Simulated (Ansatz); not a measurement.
Input and command of a plane-wave DFT calculation in Ansatz:

```yaml
crystal:
  lattice:
    - [0.0, 3.7937984968, 3.7937984968]
    - [3.7937984968, 0.0, 3.7937984968]
    - [3.7937984968, 3.7937984968, 0.0]
  atoms:
    - { symbol: Ti, position: [0.625, 0.625, 0.625] }
    - { symbol: Ti, position: [0.125, 0.625, 0.625] }
    - { symbol: Ti, position: [0.625, 0.625, 0.125] }
    - { symbol: Ti, position: [0.625, 0.125, 0.625] }
    - { symbol: Hg, position: [0.0, 0.0, 0.0] }
    - { symbol: Hg, position: [0.25, 0.25, 0.25] }
basis:
  ecutwfc: 420
kpoints:
  mp_grid: { grid: [4, 4, 4] }
hamiltonian:
  xc: pbe
scf:
  occupations: { method: gaussian, width: 0.1 }
  lower_state_search: "off"
output:
  forces: true
  stress: true
  eigenvalues: true
```

```bash
ansatz run input.yaml --threads 1 --pin off --max-ram 2560MiB --backend cpu --events-out ev --progress --plain --runs-dir out
```

Processor: AMD EPYC 7B13 (Zen 3), 1 thread, on a host shared with other jobs.

Estimate time, memory and problem size.

About 2.4 s on 1 thread of AMD EPYC 7B13 (Zen 3), on a shared host, peak memory 0.44 GiB. It solves 53 bands at 8 k points (the mesh reduced by symmetry) with about 2109 plane waves, in 6 SCF iterations.
